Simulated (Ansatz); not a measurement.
The following input was run with Ansatz 0.2.0.

```yaml
crystal:
  lattice:
    - [-2.2117736447, 2.2117736447, 4.3324194297]
    - [2.2117736447, -2.2117736447, 4.3324194297]
    - [2.2117736447, 2.2117736447, -4.3324194297]
  atoms:
    - { symbol: Ta, position: [0.0, 0.5, 0.5] }
    - { symbol: Ta, position: [0.2681744166, 0.2681744166, 0.0] }
    - { symbol: Ta, position: [0.5, 0.0, 0.5] }
    - { symbol: Ta, position: [0.7318255834, 0.7318255834, 0.0] }
    - { symbol: "N", position: [0.75, 0.25, 0.5] }
    - { symbol: "N", position: [0.0, 0.0, 0.0] }
    - { symbol: "N", position: [0.25, 0.75, 0.5] }
basis:
  ecutwfc: 500
kpoints:
  mp_grid: { grid: [12, 12, 12] }
hamiltonian:
  xc: r2scan
scf:
  occupations: { method: gaussian, width: 0.1 }
output:
  forces: true
  stress: true
  eigenvalues: true
relax:
  adjacent_minimum: "off"
  f_tol: 0.01
  max_steps: 30
  cell: { stress_tol: 0.1, fix: [volume] }
```

Command:
```bash
ansatz run input.yaml --threads 2 --pin off --max-ram 5120MiB --backend cpu --events-out ev --progress --plain --runs-dir out
```

Theory: DFT r2SCAN, scalar-relativistic, plane waves, PAW (Ansatz).

Abridged output:

```
Pseudopotentials: kind: paw
Pseudopotential: Ta, paw, valence charge 13, recommended cutoff 500 eV (meta_gga)
Pseudopotential: N, paw, valence charge 5, recommended cutoff 500 eV (meta_gga)
Functional definition: r2SCAN
Crystal: 7 atoms, lattice volume = 84.776 Å³
Basis set: ecut = 500 eV, 2115 PW (Γ), exchange–correlation on 160×160×160 points (64 copies of the dense FFT grid, shifted against one another)
Bands: 41, of which v1, the nominal top of the filled ones, is band 34 counted from 1 (33 counted from 0)
Symmetry: 16 space group operations
Space group: I4/mmm (ITA 139), of the structure as read, at distance tolerance 4.4e-5 Å
k-points: 163 of 1728
Initial density: superposition of atomic densities (neutral atoms: chi_scale 0, normalization atom), corrected by the library's trained network
Initial wavefunctions: pseudopotential atomic-orbital guess
Functional: x = r2scan, c = r2scan; τ floored in thin density (d = 2e-4 eV/Å³)
SCF iter   1: F=—  HF=-40938.891456 eV  |F-HF|=—  |Δ(HF+E_count)|=         —  Δρ=1.29e-2  dr2=1.62e-1  dr2_τ=3.77e-1  ethr=1.77e-3  ⟨swp⟩=5.5  Hψ=26344  notcnv=0
SCF iter   2: F=—  HF=-40939.086992 eV  |F-HF|=—  |Δ(HF+E_count)|=   1.96e-1  Δρ=8.79e-3  dr2=6.04e-2  dr2_τ=3.44e-3  ethr=2.42e-4  ⟨swp⟩=2.0  Hψ=11661  notcnv=0  defer=391
SCF iter   3: F=—  HF=-40939.094096 eV  |F-HF|=—  |Δ(HF+E_count)|=   7.10e-3  Δρ=3.61e-3  dr2=1.63e-2  dr2_τ=3.58e-3  ethr=9.02e-5  ⟨swp⟩=2.0  Hψ=9280  notcnv=0  defer=391
SCF iter   4: F=—  HF=-40939.092776 eV  |F-HF|=—  |Δ(HF+E_count)|=   1.32e-3  Δρ=9.73e-4  dr2=1.29e-3  dr2_τ=1.53e-4  ethr=2.43e-5  ⟨swp⟩=2.0  Hψ=8822  notcnv=0  defer=391
SCF iter   5: F=—  HF=-40939.092772 eV  |F-HF|=—  |Δ(HF+E_count)|=   3.86e-6  Δρ=3.34e-4  dr2=1.05e-4  dr2_τ=5.43e-6  ethr=1.92e-6  ⟨swp⟩=2.0  Hψ=8623  notcnv=0  defer=391
SCF iter   6: F=—  HF=-40939.092789 eV  |F-HF|=—  |Δ(HF+E_count)|=   1.69e-5  Δρ=9.43e-5  dr2=6.09e-6  dr2_τ=1.13e-6  ethr=1.57e-7  ⟨swp⟩=2.0  Hψ=10506  notcnv=0  defer=391
SCF iter   7: F=—  HF=-40939.092790 eV  |F-HF|=—  |Δ(HF+E_count)|=   2.72e-7  Δρ=2.92e-5  dr2=5.64e-7  dr2_τ=5.38e-8  ethr=9.09e-9  ⟨swp⟩=2.0  Hψ=9325  notcnv=0  defer=391
SCF iter   8: F=-40939.092790 eV  HF=-40939.092790 eV  |F-HF|=4.49e-8  |Δ(HF+E_count)|=   2.47e-7  Δρ=1.06e-5  dr2=9.29e-8  dr2_τ=1.14e-8  ethr=1.49e-10  ⟨swp⟩=11.4  Hψ=31772  notcnv=0
SCF 1 converged in 8 iterations: F = -40939.092790 eV  dr2 = 9.29e-8
relax step   1: F+E_penalty+E_count = -40939.09278987 eV  Δ(F+E_penalty+E_count) = +0.000e0 eV  max|allowed force component| = 3.994e-2 eV/Å  Δτ_max = 0.0000 Å  P = -9.095 GPa  Ω = 84.776 Å³  fix = [volume]  reactions: volume -9.095 GPa (8 SCF iters, dr2 threshold 1.00e-7 eV, accepted)
Initial density: handed on by an earlier stage of this run
Initial wavefunctions: those handed on with the density
SCF iter   1: F=—  HF=-40939.091980 eV  |F-HF|=—  |Δ(HF+E_count)|=         —  Δρ=4.23e-4  dr2=1.55e-4  dr2_τ=2.42e-3  ethr=2.64e-7  ⟨swp⟩=2.2  Hψ=29218  notcnv=0
SCF iter   2: F=—  HF=-40939.092984 eV  |F-HF|=—  |Δ(HF+E_count)|=   1.00e-3  Δρ=2.56e-4  dr2=5.35e-5  dr2_τ=1.17e-6  ethr=2.31e-7  ⟨swp⟩=2.0  Hψ=12156  notcnv=0
SCF iter   3: F=—  HF=-40939.092985 eV  |F-HF|=—  |Δ(HF+E_count)|=   9.26e-7  Δρ=8.19e-5  dr2=7.77e-6  dr2_τ=1.15e-6  ethr=7.99e-8  ⟨swp⟩=2.0  Hψ=9005  notcnv=0
SCF iter   4: F=—  HF=-40939.092984 eV  |F-HF|=—  |Δ(HF+E_count)|=   1.32e-6  Δρ=3.13e-5  dr2=1.76e-6  dr2_τ=1.04e-7  ethr=1.16e-8  ⟨swp⟩=2.0  Hψ=9179  notcnv=0
SCF iter   5: F=—  HF=-40939.092983 eV  |F-HF|=—  |Δ(HF+E_count)|=   2.81e-7  Δρ=2.19e-5  dr2=4.36e-7  dr2_τ=2.25e-8  ethr=2.63e-9  ⟨swp⟩=2.1  Hψ=8577  notcnv=0
SCF iter   6: F=-40939.092983 eV  HF=-40939.092983 eV  |F-HF|=3.05e-9  |Δ(HF+E_count)|=   1.04e-8  Δρ=3.93e-6  dr2=1.63e-8  dr2_τ=1.62e-9  ethr=1.49e-10  ⟨swp⟩=3.6  Hψ=30216  notcnv=0
SCF 2 converged in 6 iterations: F = -40939.092983 eV  dr2 = 1.63e-8
relax step   2: F+E_penalty+E_count = -40939.09298346 eV  Δ(F+E_penalty+E_count) = -1.936e-4 eV  max|allowed force component| = 8.391e-3 eV/Å  Δτ_max = 0.0041 Å  P = -9.074 GPa  Ω = 84.776 Å³  energy of the carried Pulay correction = -3.481e-17 eV  fix = [volume]  reactions: volume -9.074 GPa (6 SCF iters, dr2 threshold 9.97e-8 eV, accepted)
Basis set: ecut = 500 eV, 2107 PW (Γ), exchange–correlation on 160×160×160 points (64 copies of the dense FFT grid, shifted against one another)
SCF iter   1: F=—  HF=-40939.092919 eV  |F-HF|=—  |Δ(HF+E_count)|=         —  Δρ=1.67e-4  dr2=2.33e-5  dr2_τ=2.13e-4  ethr=3.55e-8  ⟨swp⟩=2.2  Hψ=32168  notcnv=0
SCF iter   2: F=—  HF=-40939.093005 eV  |F-HF|=—  |Δ(HF+E_count)|=   8.61e-5  Δρ=9.85e-5  dr2=7.62e-6  dr2_τ=1.35e-7  ethr=3.47e-8  ⟨swp⟩=2.0  Hψ=11495  notcnv=0
SCF iter   3: F=—  HF=-40939.093004 eV  |F-HF|=—  |Δ(HF+E_count)|=   8.96e-7  Δρ=2.74e-5  dr2=8.90e-7  dr2_τ=1.01e-7  ethr=1.14e-8  ⟨swp⟩=2.0  Hψ=9182  notcnv=0
SCF iter   4: F=—  HF=-40939.093004 eV  |F-HF|=—  |Δ(HF+E_count)|=   1.46e-7  Δρ=1.32e-5  dr2=2.11e-7  dr2_τ=9.56e-9  ethr=1.33e-9  ⟨swp⟩=2.0  Hψ=9160  notcnv=0
SCF iter   5: F=—  HF=-40939.093004 eV  |F-HF|=—  |Δ(HF+E_count)|=   1.47e-8  Δρ=7.77e-6  dr2=4.77e-8  dr2_τ=3.09e-9  ethr=3.16e-10  ⟨swp⟩=2.2  Hψ=8854  notcnv=0
SCF iter   6: F=-40939.093004 eV  HF=-40939.093004 eV  |F-HF|=5.09e-11  |Δ(HF+E_count)|=  2.55e-10  Δρ=1.07e-6  dr2=9.40e-10  dr2_τ=5.25e-11  ethr=4.32e-11  ⟨swp⟩=5.1  Hψ=23736  notcnv=0
SCF 3 converged in 6 iterations: F = -40939.093004 eV  dr2 = 9.40e-10
relax step   3: F+E_penalty+E_count = -40939.09300421 eV  Δ(F+E_penalty+E_count) = -2.075e-5 eV  max|allowed force component| = 1.318e-4 eV/Å  Δτ_max = 0.0012 Å  P = -9.066 GPa  Ω = 84.776 Å³  energy of the carried Pulay correction = +1.392e-17 eV  fix = [volume]  reactions: volume -9.066 GPa (6 SCF iters, dr2 threshold 2.90e-8 eV, accepted)
Initial wavefunctions: pseudopotential atomic-orbital guess (no wavefunctions were taken with the density)
SCF iter   1: F=—  HF=-40939.093003 eV  |F-HF|=—  |Δ(HF+E_count)|=         —  Δρ=1.35e-6  dr2=9.80e-10  dr2_τ=5.53e-10  ethr=1.05e-8  ⟨swp⟩=4.2  Hψ=48724  notcnv=0
SCF iter   2: F=—  HF=-40939.093003 eV  |F-HF|=—  |Δ(HF+E_count)|=   2.49e-7  Δρ=8.03e-7  dr2=5.02e-10  dr2_τ=4.45e-11  ethr=1.46e-12  ⟨swp⟩=3.0  Hψ=14981  notcnv=0
SCF iter   3: F=-40939.093003 eV  HF=-40939.093003 eV  |F-HF|=5.09e-11  |Δ(HF+E_count)|=  1.82e-10  Δρ=3.75e-7  dr2=1.29e-10  dr2_τ=8.61e-12  ethr=1.00e-12  ⟨swp⟩=6.7  Hψ=24524  notcnv=0
SCF 4 converged in 3 iterations: F = -40939.093003 eV  dr2 = 1.29e-10
SCF converged after 3 iterations
Free energy (F): -40939.093003 eV
Harris-Foulkes:  -40939.093003 eV  (|F-HF|=5.09e-11)
Internal energy: -40939.083204 eV  (E = F + TS)
E sigma→0 (E₀):  -40939.088103 eV
Entropy (-TS):   -0.009799 eV (-1.400 meV/atom)
Fermi energy:    19.893351 eV
--- Per-component energies (eV) ---
  E_band       = -355.896306
  E_kinetic    = 1866.540186
  E_local      = -2447.135278  (includes V_loc(G=0)·N_el)
  E_nonlocal   = 191.945873
  E_hartree    = 830.026910
  E_xc         = -999.739411
  E_vxc        = -1145.159743  (∫ρ·V_xc dr)
  E_paw        = -34078.573709  (= ΣΔE_a)
  E_vpaw       = -541.033556  (= ΣTr[D̂ρ^β])
  E_aug_tail   = 0.000332  (compensation charges beyond the density's cutoff)
  E_vtau       = 58.892097  (kinetic-family band-sum trace: ∫τ·v_τ [+ j·A + Jᵃ·Aᵃ] dr)
  E_ewald      = -6299.034292
  E_core_change = -3.113815  (= ΣΔE_core)
  E_smearing   = -0.009799  (= −TS)
--- Forces (eV/Å), atoms counted from 1 ---
  atom   1  Ta     0.00000000     0.00000000     0.00000000
  atom   2  Ta     0.00000000     0.00000000    -0.00014321
  atom   3  Ta     0.00000000     0.00000000     0.00000000
  atom   4  Ta     0.00000000     0.00000000     0.00014321
  atom   5  N      0.00000000     0.00000000     0.00000000
  atom   6  N      0.00000000     0.00000000     0.00000000
  atom   7  N      0.00000000     0.00000000     0.00000000
--- Stress (GPa, compression-positive) ---
       -9.053507       0.000000       0.000000
        0.000000      -9.053507       0.000000
        0.000000       0.000000      -9.090903
  P = ⅓ Tr σ = -9.0660 GPa (-90.660 kbar)
--- Band table (eV; the first three rows and the last of 163) ---
  k-point 0: bands = ["-50.9411", "-50.9023", "-50.4754", "-50.4440", "-17.0893", "-17.0893", "-17.0039", "-16.8048", "-16.8048", "-16.6466", "-16.6329", "-16.6329", "-16.5347", "-16.2571", "-15.9400", "-15.9400", "0.9096", "2.2981", "2.4767", "12.5982", "13.2426", "13.2842", "13.2842", "14.4407", "14.4407", "14.5100", "15.3167", "15.6449", "15.9687", "15.9687", "18.6606", "18.6606", "19.1812", "19.2072", "19.2072", "20.9517", "20.9517", "20.9836", "21.4415", "23.2192", "23.2686"]
  k-point 1: bands = ["-50.9397", "-50.9035", "-50.4745", "-50.4452", "-17.1149", "-17.0733", "-16.9811", "-16.8349", "-16.7983", "-16.7141", "-16.6125", "-16.5807", "-16.5166", "-16.2671", "-15.9589", "-15.9355", "1.0079", "2.3697", "2.5362", "12.4418", "12.8727", "13.2506", "13.3504", "14.1364", "14.3448", "14.5371", "15.2453", "15.6115", "15.6223", "16.1520", "18.5973", "18.7437", "18.8931", "19.1367", "19.7084", "20.9556", "21.0002", "21.3998", "21.6419", "22.9591", "23.5857"]
  k-point 2: bands = ["-50.9358", "-50.9066", "-50.4720", "-50.4485", "-17.1776", "-17.0285", "-16.9171", "-16.9113", "-16.7956", "-16.7807", "-16.5575", "-16.5532", "-16.4742", "-16.2964", "-16.0025", "-15.9219", "1.2850", "2.5688", "2.7026", "12.0526", "12.1876", "13.1485", "13.3116", "13.4937", "14.0410", "14.1648", "14.8793", "15.2959", "15.4130", "16.8058", "18.4540", "18.8505", "18.9874", "19.0146", "20.4267", "21.0312", "21.1685", "22.0454", "22.1861", "22.4854", "23.3464"]
  k-point 162: bands = ["-50.9366", "-50.9035", "-50.4790", "-50.4442", "-17.1760", "-17.1760", "-16.7632", "-16.7632", "-16.7174", "-16.6929", "-16.5695", "-16.5695", "-16.5517", "-16.4982", "-15.9534", "-15.9534", "1.7217", "1.8746", "2.1234", "11.7583", "13.6882", "13.6882", "13.7023", "14.7818", "14.9618", "14.9618", "15.5396", "15.6698", "15.6698", "15.8929", "15.8929", "16.5349", "17.1707", "20.4935", "20.4935", "21.6786", "22.4025", "22.6456", "22.6456", "23.0133", "23.1520"]
--- Relaxed structure (3 steps of the walk, 3 accepted, 1 SCFs on fresh bases) ---
  F+E_penalty+E_count = -40939.09300278 eV   max|allowed force component| = 1.432e-4 eV/Å   (the final SCF, on the basis selected at the relaxed cell)
  cell:  # Å, volume = 84.7758 Å³
    - [-2.21145275, 2.21145275, 4.33367683]
    - [2.21145275, -2.21145275, 4.33367683]
    - [2.21145275, 2.21145275, -4.33367683]
  atoms:
    - { symbol: Ta, position: [0.0, 0.49999999, 0.49999999] }
    - { symbol: Ta, position: [0.26877929, 0.26877929, 0.0] }
    - { symbol: Ta, position: [0.49999999, 0.0, 0.49999999] }
    - { symbol: Ta, position: [0.73122070, 0.73122070, 0.0] }
    - { symbol: N, position: [0.74999999, 0.24999999, 0.49999999] }
    - { symbol: N, position: [0.0, 0.0, 0.0] }
    - { symbol: N, position: [0.24999999, 0.74999999, 0.49999999] }
```

The relaxation met its thresholds.

It took 91 s on 2 threads of Oxide Virtual Turin-like Processor (Zen 5), with other jobs on the host, peak memory 1.1 GiB.

Spin–orbit coupling is left out, which can shift energies with elements as heavy as these.